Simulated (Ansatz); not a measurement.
# Formation energy of RbCd (NaTl type)

```xyz
4
Lattice="0.0000 4.3862 4.3862 4.3862 0.0000 4.3862 4.3862 4.3862 0.0000" Properties=species:S:1:pos:R:3 pbc="T T T"
Rb    1.0965    1.0965    1.0965
Rb   -1.0965   -1.0965   -1.0965
Cd    3.2896    3.2896    3.2896
Cd   -3.2896   -3.2896   -3.2896
```

The cell comes from a relaxation on PAW files under the same functional, begun from a prototype that needn't be the stable phase.

Level of theory: DFT with PBE, scalar-relativistic, in Ansatz 0.2.0; a Γ-centred 7×7×7 k mesh, Fermi–Dirac smearing of 0.05 eV, no spin polarisation. LAPW: all electrons, basis error target 0.5 meV/atom; PAW: frozen-core files, cutoff 420 eV.

The elements are taken as Cd hcp, Rb bcc, each relaxed on PAW files under the same functional and computed by the same method as the compound; zero-point and thermal terms are left out.

Task: Give the formation energy by each method, with the residual pressure at this cell and the LAPW gap.

Result: 

| method | ΔE(formation) (eV/atom) | P at this cell (GPa) | gap (eV) |
| --- | --- | --- | --- |
| LAPW | 0.059 | 0.02 | 0.00 |
| PAW | 0.059 | 0.02 | – |

Task: Give the LAPW value for one formula unit in kJ/mol.

Result: 0.059 eV/atom × 2 atoms × 96.485 kJ/(mol·eV) = 11.4 kJ/mol, at zero temperature and without zero-point motion.

Task: What Bader charges does the PAW density give?

Result: Rb1 +0.61 e, Cd3 -0.61 e.
